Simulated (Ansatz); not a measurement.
Ansatz (a quantum-chemistry and plane-wave program) input:

Ansatz 0.2 input:
```yaml
crystal:
  lattice:
    - [2.2360242571, -3.7976093578, 0.0]
    - [2.2360242571, 3.7976093578, 0.0]
    - [0.0, 0.0, 4.5251855738]
  atoms:
    - { symbol: Ga, position: [0.6560174421, 0.3439825579, 0.4153605558] }
    - { symbol: Ga, position: [0.3439825579, 0.6560174421, 0.5846394442] }
    - { symbol: Ga, position: [0.8439825579, 0.1560174421, 0.9153605558] }
    - { symbol: Ga, position: [0.1560174421, 0.8439825579, 0.0846394442] }
kpoints:
  mp_grid: { grid: [11, 11, 9] }
hamiltonian:
  xc: r2scan
  pseudopotentials: { kind: paw }
scf:
  occupations: { method: gaussian, width: 0.1 }
checkpoint: { read: metal.run }
output: { bader: true, populations: true }
```

Output (shortened):

```
Pseudopotential: Ga, paw, valence charge 13
Functional definition: r2SCAN
Crystal: 4 atoms, lattice volume = 76.852 Å³
Basis set: ecut = 500 eV, 1949 PW (Γ), exchange–correlation on 144×144×144 points (64 copies of the dense FFT grid, shifted against one another)
Bands: 32, of which v1, the nominal top of the filled ones, is band 26 counted from 1 (25 counted from 0)
Symmetry: 8 space group operations
Space group: Cmce (ITA 64), of the structure as read, at distance tolerance 4.3e-5 Å
k-points: 180 of 1089
Stability of the state it starts from, as read at its close in the unpolarized treatment …
iter 1 solved again at ethr=2.78e-7 eV; its pass at ethr=3.10e-3 eV (dr2=1.45e-4 eV) is discarded
SCF iter   1: F=—  HF=-15161.073322 eV  |F-HF|=—  |Δ(HF+E_count)|=         —  Δρ=2.27e-6  dr2=1.84e-9  dr2_τ=2.47e-11  ethr=2.78e-7  ⟨swp⟩=2.2  Hψ=33892  notcnv=0
preconditioner: auto → Kerker (q_TF=auto, 2.556 Å⁻¹)
SCF iter   2: F=—  HF=-15161.073322 eV  |F-HF|=—  |Δ(HF+E_count)|=   4.02e-7  Δρ=1.46e-6  dr2=7.49e-10  dr2_τ=2.95e-11  ethr=3.54e-12  ⟨swp⟩=5.9  Hψ=24703  notcnv=0
SCF iter   3: F=-15161.073322 eV  HF=-15161.073322 eV  |F-HF|=2.15e-10  |Δ(HF+E_count)|=  3.80e-10  Δρ=7.98e-7  dr2=2.24e-10  dr2_τ=4.10e-12  ethr=1.44e-12  ⟨swp⟩=1.0  Hψ=15920  notcnv=0
SCF 1 converged in 3 iterations: F = -15161.073322 eV  dr2 = 2.24e-10
SCF converged after 3 iterations
Free energy (F): -15161.073322 eV
Harris-Foulkes:  -15161.073322 eV  (|F-HF|=2.15e-10)
Internal energy: -15161.069455 eV  (E = F + TS)
E sigma→0 (E₀):  -15161.071388 eV
Entropy (-TS):   -0.003867 eV (-0.967 meV/atom)
Fermi energy:    9.181601 eV
--- Per-component energies (eV) ---
  E_band       = -197.161473
  E_kinetic    = 459.838056
  E_local      = -7554.496281  (includes V_loc(G=0)·N_el)
  E_nonlocal   = 1698.969691
  E_hartree    = 3553.612226
  E_xc         = -250.443758
  E_vxc        = -239.913660  (∫ρ·V_xc dr)
  E_paw        = -8005.115574  (= ΣΔE_a)
  E_vpaw       = -1681.857229  (= ΣTr[D̂ρ^β])
  E_aug_tail   = -0.000180  (compensation charges beyond the density's cutoff)
  E_vtau       = 13.075390  (kinetic-family band-sum trace: ∫τ·v_τ [+ j·A + Jᵃ·Aᵃ] dr)
  E_ewald      = -5060.821355
  E_core_change = -2.612279  (= ΣΔE_core)
  E_smearing   = -0.003867  (= −TS)
  E_closure    =  0.000000  (closes the sum)
  Σ components = -15161.073322   (vs F -15161.073322, Δ=0.00e0)
  [band-id]    e_kinetic+e_local+e_nonlocal+2·e_hartree+e_vxc+e_vpaw+e_augmentation_tail+e_vtau = -197.159760   (vs E_band -197.161473, Δ=1.71e-3)
--- Band table (eV; the first three rows and the last of 180) ---
  k-point 0: bands = ["-6.5079", "-6.4956", "-6.4552", "-6.4427", "-6.4266", "-6.4031", "-6.3302", "-6.2782", "-6.2491", "-6.2249", "-6.2181", "-6.2124", "-6.1953", "-6.1614", "-6.1293", "-6.0785", "-6.0170", "-6.0165", "-5.9787", "-5.8950", "-2.5311", …
  k-point 1: bands = ["-6.5017", "-6.5011", "-6.4503", "-6.4498", "-6.4262", "-6.3974", "-6.3320", "-6.3043", "-6.2376", "-6.2337", "-6.2235", "-6.2015", "-6.1811", "-6.1530", "-6.1431", "-6.0664", "-6.0169", "-6.0154", "-5.9799", "-5.8993", "-2.4348", …
  k-point 2: bands = ["-6.5059", "-6.4814", "-6.4625", "-6.4536", "-6.4247", "-6.3935", "-6.3379", "-6.3152", "-6.2693", "-6.2670", "-6.1916", "-6.1787", "-6.1660", "-6.1492", "-6.1421", "-6.0458", "-6.0161", "-6.0136", "-5.9839", "-5.9124", "-2.1454", …
  k-point 179: bands = ["-6.5333", "-6.5133", "-6.4451", "-6.4348", "-6.4340", "-6.4175", "-6.3851", "-6.3565", "-6.2659", "-6.2298", "-6.1700", "-6.1643", "-6.1167", "-6.1116", "-6.1018", "-6.0845", "-6.0164", "-6.0021", "-5.9680", "-5.9519", "0.6983", …
--- Löwdin populations: 4 sites ---
  site symbol       q [e]
     0     Ga     12.9798
     1     Ga     12.9798
     2     Ga     12.9798
     3     Ga     12.9798
  spilling = 0.001554 (of n_electrons = 52.000000)
--- Bader charges: 4 sites ---
  site symbol  charge [e]  shift [e]
     0     Ga      0.0000     0.0000
     1     Ga      0.0000     0.0000
     2     Ga      0.0000     0.0000
     3     Ga      0.0000     0.0000
  shift: an alarm, by how much a part of what the PAW files miss would move the charge. Where it is large, compare
  with a run on PAW files of another source; a small one proves nothing
  estimated error of the sums over rays = 2.1e-4 e
```

Cost: roughly 100 core-seconds on shared cores.

The r²SCAN relaxation kept the symmetry of its start; of distortions, only those at the zone centre were tested. Spin–orbit coupling is left out wherever it is not named.

Potentials: the later of the program's two PAW sets.

Ansatz is a plane-wave DFT program.
